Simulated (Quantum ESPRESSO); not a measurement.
Ge5CSi2, input and log of a self-consistent run

Simulated, not a measurement. The program is pw.x of Quantum ESPRESSO 7.5 (plane-wave density functional theory). The cell is made up: 8 atoms on a zincblende/diamond lattice, with randomly drawn elements, strain and displacements, not relaxed. PseudoDojo standard norm-conserving files (v0.5 for PBE, v0.4.1 for LDA and PBEsol) set the functional; there is no spin polarisation, spin-orbit coupling or dispersion term, and the masses in the input are unused placeholders.

Input:

```
&control calculation='scf', pseudo_dir='./dojo.nc.sr.pbe.v0_5.standard.upf', outdir='./o', disk_io='low', tprnfor=.true., tstress=.true. /
&system ibrav=0, nat=8, ntyp=3, nbnd=51, ecutwfc=82.02448710, nosym=.true., tot_charge=0,
 occupations='smearing', smearing='fd', degauss=0.0073498644
/
&electrons conv_thr=7.350e-09, electron_maxstep=60, /
ATOMIC_SPECIES
C 1.0 C.upf
Ge 1.0 Ge.upf
Si 1.0 Si.upf
CELL_PARAMETERS angstrom
5.4666 0.0685 -0.0621
0.0685 5.5516 0.0593
-0.0621 0.0593 5.5764
ATOMIC_POSITIONS angstrom
Ge -0.0196 -0.0121 0.0407
Ge -0.0517 2.7429 2.8343
C 2.6632 0.0211 2.7784
Ge 2.8263 2.7419 -0.0629
Si 1.3875 1.3857 1.3576
Ge 1.3198 4.1426 4.2881
Si 4.1016 1.468 4.2679
Ge 4.0984 4.2645 1.4401
K_POINTS automatic
6 6 6 1 1 1
```

The log is shortened where brackets say so; the opening notice, blank lines, dates and the lines on written files are dropped, and the path of the files is cut. It prints rydbergs, bohrs and kilobars, and counts compression as positive stress.

```
     Program PWSCF v.7.5
     Parallel version (MPI & OpenMP), running on       4 processor cores
     Number of MPI processes:                 4
     Threads/MPI process:                     1
     [start-up lines left out]
     bravais-lattice index     =            0
     lattice parameter (alat)  =      10.3319  a.u.
     unit-cell volume          =    1141.5981 (a.u.)^3
     number of atoms/cell      =            8
     number of atomic types    =            3
     number of electrons       =        82.00
     number of Kohn-Sham states=           51
     kinetic-energy cutoff     =      82.0245  Ry
     charge density cutoff     =     328.0979  Ry
     scf convergence threshold =      7.3E-09
     mixing beta               =       0.7000
     number of iterations used =            8  plain     mixing
     Exchange-correlation= PBE
                           (   1   4   3   4   0   0   0)
     [axes and pseudopotential details left out]
   Cartesian axes
     site n.     atom                  positions (alat units)
         1        Ge     tau(   1) = (  -0.0035849  -0.0022131   0.0074441  )
         2        Ge     tau(   2) = (  -0.0094561   0.5016844   0.5184017  )
         3        C      tau(   3) = (   0.4871070   0.0038593   0.5081774  )
         4        Ge     tau(   4) = (   0.5169385   0.5015015  -0.0115046  )
         5        Si     tau(   5) = (   0.2537778   0.2534485   0.2483090  )
         6        Ge     tau(   6) = (   0.2413952   0.7576936   0.7843059  )
         7        Si     tau(   7) = (   0.7501945   0.2685015   0.7806113  )
         8        Ge     tau(   8) = (   0.7496092   0.7799894   0.2633985  )
     number of k points=   108  Fermi-Dirac smearing, width (Ry)=  0.0073
     Number of k-points >= 100: set verbosity='high' to print them.
     Dense  grid:   114575 G-vectors     FFT dimensions: (  60,  64,  64)
     Estimated max dynamical RAM per process >     462.36 MB
     Estimated total dynamical RAM >       1.72 GB
     Initial potential from superposition of free atoms
     starting charge      81.9946, renormalised to      82.0000
     Starting wfcs are   57 randomized atomic wfcs
     total cpu time spent up to now is       21.1 secs
     per-process dynamical memory:   396.7 Mb
     Self-consistent Calculation
     iteration #  1     ecut=    82.02 Ry     beta= 0.70
     Davidson diagonalization with overlap
     ethr =  1.00E-02,  avg # of iterations =  3.1
     Threshold (ethr) on eigenvalues was too large:
     Diagonalizing with lowered threshold
     Davidson diagonalization with overlap
     ethr =  4.40E-04,  avg # of iterations =  4.2
     total cpu time spent up to now is      136.4 secs
     total energy              =    -921.71842597 Ry
     estimated scf accuracy    <       0.36470514 Ry
     iteration #  2     ecut=    82.02 Ry     beta= 0.70
     Davidson diagonalization with overlap
     ethr =  4.45E-04,  avg # of iterations =  6.9
     total cpu time spent up to now is      197.3 secs
     total energy              =    -921.65275413 Ry
     estimated scf accuracy    <       1.24195711 Ry
     iteration #  3     ecut=    82.02 Ry     beta= 0.70
     Davidson diagonalization with overlap
     ethr =  4.45E-04,  avg # of iterations =  4.4
     total cpu time spent up to now is      256.3 secs
     total energy              =    -921.85809563 Ry
     estimated scf accuracy    <       0.02185542 Ry
     iteration #  4     ecut=    82.02 Ry     beta= 0.70
     Davidson diagonalization with overlap
     ethr =  2.67E-05,  avg # of iterations =  6.1
     total cpu time spent up to now is      315.2 secs
     total energy              =    -921.86169480 Ry
     estimated scf accuracy    <       0.00424222 Ry
     iteration #  5     ecut=    82.02 Ry     beta= 0.70
     Davidson diagonalization with overlap
     ethr =  5.17E-06,  avg # of iterations =  4.4
     total cpu time spent up to now is      372.2 secs
     total energy              =    -921.86253860 Ry
     estimated scf accuracy    <       0.00050403 Ry
     iteration #  6     ecut=    82.02 Ry     beta= 0.70
     Davidson diagonalization with overlap
     ethr =  6.15E-07,  avg # of iterations =  2.1
     total cpu time spent up to now is      425.9 secs
     total energy              =    -921.86265541 Ry
     estimated scf accuracy    <       0.00004186 Ry
     iteration #  7     ecut=    82.02 Ry     beta= 0.70
     Davidson diagonalization with overlap
     ethr =  5.10E-08,  avg # of iterations =  2.7
     total cpu time spent up to now is      476.1 secs
     total energy              =    -921.86266452 Ry
     estimated scf accuracy    <       0.00000204 Ry
     iteration #  8     ecut=    82.02 Ry     beta= 0.70
     Davidson diagonalization with overlap
     ethr =  2.48E-09,  avg # of iterations =  3.9
     total cpu time spent up to now is      528.8 secs
     total energy              =    -921.86266505 Ry
     estimated scf accuracy    <       0.00000053 Ry
     iteration #  9     ecut=    82.02 Ry     beta= 0.70
     Davidson diagonalization with overlap
     ethr =  6.46E-10,  avg # of iterations =  2.0
     total cpu time spent up to now is      576.1 secs
     total energy              =    -921.86266515 Ry
     estimated scf accuracy    <       0.00000005 Ry
     iteration # 10     ecut=    82.02 Ry     beta= 0.70
     Davidson diagonalization with overlap
     ethr =  6.57E-11,  avg # of iterations =  2.7
     total cpu time spent up to now is      625.4 secs
     End of self-consistent calculation
     Number of k-points >= 100: set verbosity='high' to print the bands.
     the Fermi energy is     7.8415 ev
!    total energy              =    -921.86266517 Ry
     estimated scf accuracy    <          6.6E-09 Ry
     smearing contrib. (-TS)   =      -0.00157847 Ry
     internal energy E=F+TS    =    -921.86108669 Ry
     The total energy is F=E-TS. E is the sum of the following terms:
     one-electron contribution =    -536.72174267 Ry
     hartree contribution      =     318.84350374 Ry
     xc contribution           =    -228.25935676 Ry
     ewald contribution        =    -475.72349101 Ry
     convergence has been achieved in  10 iterations
     Forces acting on atoms (cartesian axes, Ry/au):
     atom    1 type  2   force =     0.02786888   -0.01198454    0.02169505
     atom    2 type  2   force =     0.02382310   -0.02461118    0.00129740
     atom    3 type  1   force =    -0.00433572    0.01775578   -0.01258172
     atom    4 type  2   force =    -0.01123926    0.00530884    0.06544076
     atom    5 type  3   force =     0.05141881   -0.04159644    0.07828976
     atom    6 type  2   force =     0.02857338    0.06355428   -0.08297673
     atom    7 type  3   force =    -0.04486911   -0.04846899   -0.11677886
     atom    8 type  2   force =    -0.07124010    0.04004225    0.04561434
     Total force =     0.237694     Total SCF correction =     0.000369
     Computing stress (Cartesian axis) and pressure
          total   stress  (Ry/bohr**3)                   (kbar)     P=      -12.01
  -0.00000411  -0.00020720   0.00013785           -0.61      -30.48       20.28
  -0.00020720  -0.00007900  -0.00010927          -30.48      -11.62      -16.07
   0.00013785  -0.00010927  -0.00016173           20.28      -16.07      -23.79
     init_run     :     19.71s CPU     20.69s WALL (       1 calls)
     electrons    :    593.71s CPU    604.42s WALL (       1 calls)
     forces       :     16.78s CPU     16.93s WALL (       1 calls)
     stress       :     58.48s CPU     59.26s WALL (       1 calls)
     [timing details left out]
     PWSCF        :  11m29.42s CPU  11m42.65s WALL
     JOB DONE.
```

In other units: free energy -12542.581 eV for the cell, pressure -1.20 GPa, largest force component 3.003 eV/Å. A rerun of a related cell, with the same atoms placed differently, at 1347 eV and a 8 x 8 x 8 mesh moved values by no more than 0.005 eV in energy, 0.03 GPa in stress and 0.009 eV/Å in force.